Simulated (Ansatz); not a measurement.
In4SbAs3, ordered on the wurtzite lattice (Cm) with 8 atoms a cell: a relaxation of cell and atoms in the PAW code Ansatz (r2SCAN). It starts from the PBE minimum.

```yaml
crystal:
  lattice:
    - [8.2552232153, -2.2243559974, 0.026431189]
    - [8.2552232153, 2.2243559974, 0.026431189]
    - [-3.602340107, 0.0, 6.8014923323]
  atoms:
    - { symbol: As, position: [1.0034791429, 1.0034791429, 0.6704303158] }
    - { symbol: As, position: [0.750270669, 0.750270669, 0.0850904905] }
    - { symbol: In, position: [0.1876605804, 0.1876605804, 0.8647791577] }
    - { symbol: In, position: [0.9370177632, 0.9370177632, 0.2733417086] }
    - { symbol: As, position: [0.4961556272, 0.4961556272, 0.1637249305] }
    - { symbol: Sb, position: [0.2507689163, 0.2507689163, 0.5815677931] }
    - { symbol: In, position: [0.6798411663, 0.6798411663, 0.3348905509] }
    - { symbol: In, position: [0.4448061347, 0.4448061347, 0.7761750527] }
kpoints:
  mp_grid: { grid: [6, 6, 4] }
hamiltonian:
  xc: r2scan
scf:
  occupations: { method: fermi_dirac, width: 0.02 }
relax:
  f_tol: 0.005
  cell: {}
```

The trajectory has 6 recorded frames, each with positions in Å and forces in eV/Å. The last, and any step after a large change of cell, is solved on a basis re-selected at its cell; pressure is positive in compression.

Step 1: energy 0.0 meV/atom from step 1, largest force component 0.022 eV/Å, pressure -1.80 GPa
```xyz
8
Lattice="8.2552 -2.2244 0.0264 8.2552 2.2244 0.0264 -3.6023 0.0000 6.8015" Properties=species:S:1:pos:R:3:forces:R:3 pbc="T T T"
As   14.1528    0.0000    4.6130    0.0054    0.0000    0.0148
As   12.0808    0.0000    0.6184   -0.0198    0.0000    0.0002
In   -0.0169    0.0000    5.8917   -0.0050    0.0000   -0.0041
In   14.4859    0.0000    1.9087   -0.0010    0.0000   -0.0054
As    7.6020    0.0000    1.1398    0.0218    0.0000   -0.0011
Sb    2.0453    0.0000    3.9688   -0.0062    0.0000   -0.0092
In   10.0181    0.0000    2.3137    0.0075    0.0000    0.0019
In    4.5479    0.0000    5.3027   -0.0026    0.0000    0.0031
```

Step 2: energy -1.1 meV/atom from step 1, largest force component 0.105 eV/Å, pressure +1.89 GPa
```xyz
8
Lattice="8.0679 -2.1724 0.0262 8.0679 2.1724 0.0262 -3.5203 0.0000 6.6454" Properties=species:S:1:pos:R:3:forces:R:3 pbc="T T T"
As   13.8341    0.0000    4.5059    0.0014    0.0000    0.0046
As   11.8098    0.0000    0.6055   -0.0083    0.0000    0.0010
In   -0.0125    0.0000    5.7530   -0.0519    0.0000    0.0572
In   14.1539    0.0000    1.8656    0.0002    0.0000    0.0019
As    7.4256    0.0000    1.1146    0.0040    0.0000    0.0016
Sb    2.0023    0.0000    3.8799    0.0136    0.0000    0.0060
In    9.7885    0.0000    2.2645   -0.0286    0.0000   -0.1051
In    4.4424    0.0000    5.1796    0.0695    0.0000    0.0326
```

Step 3: energy -6.7 meV/atom from step 1, largest force component 0.025 eV/Å, pressure -0.12 GPa
```xyz
8
Lattice="8.1651 -2.1974 0.0296 8.1651 2.1974 0.0296 -3.5602 0.0000 6.7206" Properties=species:S:1:pos:R:3:forces:R:3 pbc="T T T"
As   14.0050    0.0000    4.5654   -0.0033    0.0000    0.0020
As   11.9495    0.0000    0.6176   -0.0028    0.0000   -0.0006
In   -0.0145    0.0000    5.8247    0.0199    0.0000   -0.0156
In   14.3242    0.0000    1.8923    0.0029    0.0000    0.0006
As    7.5153    0.0000    1.1294    0.0006    0.0000   -0.0015
Sb    2.0290    0.0000    3.9243   -0.0042    0.0000    0.0000
In    9.9040    0.0000    2.2854    0.0032    0.0000    0.0249
In    4.5053    0.0000    5.2440   -0.0161    0.0000   -0.0098
```

Step 4: energy -6.7 meV/atom from step 1, largest force component 0.008 eV/Å, pressure -0.01 GPa
```xyz
8
Lattice="8.1572 -2.1963 0.0271 8.1572 2.1963 0.0271 -3.5587 0.0000 6.7186" Properties=species:S:1:pos:R:3:forces:R:3 pbc="T T T"
As   13.9892    0.0000    4.5597    0.0001    0.0000   -0.0034
As   11.9367    0.0000    0.6137    0.0048    0.0000    0.0005
In   -0.0133    0.0000    5.8207   -0.0050    0.0000    0.0048
In   14.3107    0.0000    1.8879   -0.0026    0.0000   -0.0002
As    7.5080    0.0000    1.1258   -0.0006    0.0000    0.0028
Sb    2.0249    0.0000    3.9212    0.0019    0.0000    0.0024
In    9.8943    0.0000    2.2842   -0.0028    0.0000   -0.0077
In    4.4973    0.0000    5.2391    0.0043    0.0000    0.0009
```

Step 5: energy -6.7 meV/atom from step 1, largest force component 0.001 eV/Å, pressure 0.00 GPa
```xyz
8
Lattice="8.1578 -2.1959 0.0281 8.1578 2.1959 0.0281 -3.5582 0.0000 6.7174" Properties=species:S:1:pos:R:3:forces:R:3 pbc="T T T"
As   13.9911    0.0000    4.5605    0.0011    0.0000    0.0002
As   11.9383    0.0000    0.6154   -0.0003    0.0000    0.0001
In   -0.0133    0.0000    5.8204   -0.0007    0.0000   -0.0005
In   14.3116    0.0000    1.8892    0.0005    0.0000    0.0001
As    7.5086    0.0000    1.1269   -0.0002    0.0000    0.0000
Sb    2.0259    0.0000    3.9214   -0.0003    0.0000    0.0000
In    9.8949    0.0000    2.2845   -0.0002    0.0000   -0.0002
In    4.4987    0.0000    5.2390    0.0002    0.0000    0.0004
```

Step 6: energy -6.6 meV/atom from step 1, largest force component 0.001 eV/Å, pressure 0.00 GPa
```xyz
8
Lattice="8.1578 -2.1959 0.0281 8.1578 2.1959 0.0281 -3.5582 0.0000 6.7174" Properties=species:S:1:pos:R:3:forces:R:3 pbc="T T T"
As   13.9911    0.0000    4.5605    0.0011    0.0000    0.0002
As   11.9383    0.0000    0.6154   -0.0003    0.0000    0.0001
In   -0.0133    0.0000    5.8204   -0.0007    0.0000   -0.0005
In   14.3116    0.0000    1.8892    0.0005    0.0000    0.0001
As    7.5086    0.0000    1.1269   -0.0002    0.0000   -0.0001
Sb    2.0259    0.0000    3.9214   -0.0003    0.0000    0.0000
In    9.8949    0.0000    2.2845   -0.0002    0.0000   -0.0002
In    4.4987    0.0000    5.2390    0.0002    0.0000    0.0004
```

The walk took 5 steps, besides SCFs solved again on a fresh basis, and changed the volume by -3.6 %. The last SCF, on a fresh basis, lies 6.6 meV an atom below the first. Final cell: it is monoclinic, Cm (No. 8); a = 16.316 Å, b = 4.392 Å, c = 7.602 Å, β = 117.7° in the conventional setting, 30.14 Å³ an atom. As is surrounded by 4 In at 2.66–2.69 Å; As is surrounded by 4 In at 2.64–2.69 Å; In is surrounded by 3 As at 2.66 Å and 1 Sb at 2.79 Å; In is surrounded by 4 As at 2.68–2.69 Å; As is surrounded by 4 In at 2.65–2.68 Å; Sb is surrounded by 4 In at 2.77–2.80 Å; In is surrounded by 2 As at 2.64–2.65 Å and 2 Sb at 2.77 Å; In is surrounded by 3 As at 2.66–2.67 Å and 1 Sb at 2.80 Å.

Command: `ansatz run input.yaml --threads 4 --pin off --max-ram 6451MiB --backend cpu --events-out ev --progress --plain --runs-dir out`. It took 2.8 min on 4 threads of Arm Neoverse V2 (shared host); peak host memory 1.9 GiB.

The structure was generated, not taken from experiment, and needn't be the ground state; spin polarisation is off.
